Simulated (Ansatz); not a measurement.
antiAuCu3-structured Yb₃Si

The computed numbers are results of PBEsol, scalar-relativistic (no spin polarisation) in the plane-wave PAW code Ansatz at 420 eV, 6×6×6 k-mesh, Gaussian smearing of 0.05 eV. The datasets are Ansatz's generated set soft_2.

```cif
data_structure
_symmetry_space_group_name_H-M 'Pm-3m'
_symmetry_Int_Tables_number 221
_cell_length_a 4.5617
_cell_length_b 4.5617
_cell_length_c 4.5617
_cell_angle_alpha 90.000
_cell_angle_beta 90.000
_cell_angle_gamma 90.000
_cell_volume 94.93
loop_
_atom_site_label
_atom_site_type_symbol
_atom_site_symmetry_multiplicity
_atom_site_Wyckoff_symbol
_atom_site_fract_x
_atom_site_fract_y
_atom_site_fract_z
_atom_site_occupancy
Yb1 Yb 3 c 0.00000 0.50000 0.50000 1
Si1 Si 1 a 0.00000 0.00000 0.00000 1
```

The structure was built from a prototype; whether the compound forms in it isn't claimed.

The cell above was scaled in volume, its shape and atoms being fixed by the lattice's symmetry. Energies are counted from the cell above.

The cell is relaxed to zero pressure at this level.

```
V (Å³/atom)  ΔE (meV/atom)  P (GPa)
      22.78            5.3      1.9
      23.26              ?        ?
      23.73            0.0      0.0
      24.21            1.4     -0.9
      24.68            5.1     -1.6
```

Task: Fill in the withheld row.

Result: ΔE (meV/atom): 1.2, P (GPa): 0.9.

Task: What do the points give for the equilibrium volume, the bulk modulus and its pressure derivative (third-order Birch–Murnaghan)?

Result: V0 = 23.71 Å³/atom, B0 = 44 GPa, B0′ isn't fixed: the energies give 4.4, and a fit of the pressures differs by over 0.35.

B0·V0 = 44.0 GPa × 23.71 Å³ = 6.51 eV/atom sets the scale: near the minimum ΔE ≈ ½ B0 V0 x², with x = V/V0 − 1, and a pressure of 0.4 GPa squeezes the volume by about 1 %. At the ends of the curve: x = −3.9 % predicts 4.9 meV/atom and the run gives 5.3; x = +4.1 % predicts 5.5 meV/atom and the run gives 5.1. Compression costs more and expansion less than the parabola says, since the crystal stiffens as it shrinks; B0′ measures that.

Without a U the 4f levels of Yb lie too near the Fermi level, so their share of the states there, and what hangs on it, is overstated. These numbers lack spin–orbit coupling. Spin polarisation wasn't allowed in this run, so with an open shell this may not be the ground state. The run is a metal.
